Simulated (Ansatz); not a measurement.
The relaxed structure here is a generated cell of HfO2: the first start was made by placing the elements on the sites of a structure type, and the end was not matched to a known phase here, so it may be hypothetical. Known forms of HfO2 include space group No. 14, 29, 137, 225.

The end point of a relaxation of HfO2. These are PBEsol (plane waves to 420 eV, PAW, scalar-relativistic; Ansatz, an electronic-structure program) values and carry that method's errors.

```cif
data_Hf4O8
_chemical_formula_sum 'Hf4 O8'
_space_group_name_H-M_alt 'P 1'
_space_group_IT_number 1
_cell_length_a 6.33209
_cell_length_b 6.33209
_cell_length_c 10.33156
_cell_angle_alpha 90.000
_cell_angle_beta 90.000
_cell_angle_gamma 120.000
loop_
_space_group_symop_operation_xyz
  'x, y, z'
loop_
_atom_site_label
_atom_site_type_symbol
_atom_site_fract_x
_atom_site_fract_y
_atom_site_fract_z
_atom_site_occupancy
Hf1 Hf 0.33333 0.66667 0.06240 1
Hf2 Hf 0.66667 0.33333 0.56240 1
Hf3 Hf 0.66667 0.33333 0.93760 1
Hf4 Hf 0.33333 0.66667 0.43760 1
O1 O 0.33333 0.66667 0.25000 1
O2 O 0.66667 0.33333 0.75000 1
O3 O 0.50000 0.00000 0.00000 1
O4 O 0.50000 0.50000 0.50000 1
O5 O 0.00000 0.50000 0.00000 1
O6 O 0.50000 0.00000 0.50000 1
O7 O 0.50000 0.50000 0.00000 1
O8 O 0.00000 0.50000 0.50000 1
```

### Question
Determine the symmetry and give the standard cell with its independent sites.

### Answer
Space group P6₃/mmc (No. 194); a = 6.332 Å, b = 6.332 Å, c = 10.332 Å, α = 90.00°, β = 90.00°, γ = 120.00°

```csv
atom,site,symmetry,x,y,z
Hf,4f,3m.,0.3333,0.6667,0.0624
O,2c,-6m2,0.3333,0.6667,0.2500
O,6g,.2/m.,0.5000,0.5000,0.5000
```

This is the AFLOW prototype A2B_hP12_194_cg_f (C10, as in SiO2).

### Question
Give the shortest distances between elements (the closest pairs, up to four, under 3.6 Å).

### Answer
Hf–O 1.94 Å; O–O 3.16 Å.

```yaml
volume_per_atom: 29.90 Å³
density: 3.90 g/cm³
band_gap: 4.68 eV, direct at Γ (no spin-orbit coupling)
```

No spin polarisation in the result.

The run could not lose the symmetry of its start: the end is stationary, and may be a saddle point rather than a minimum.
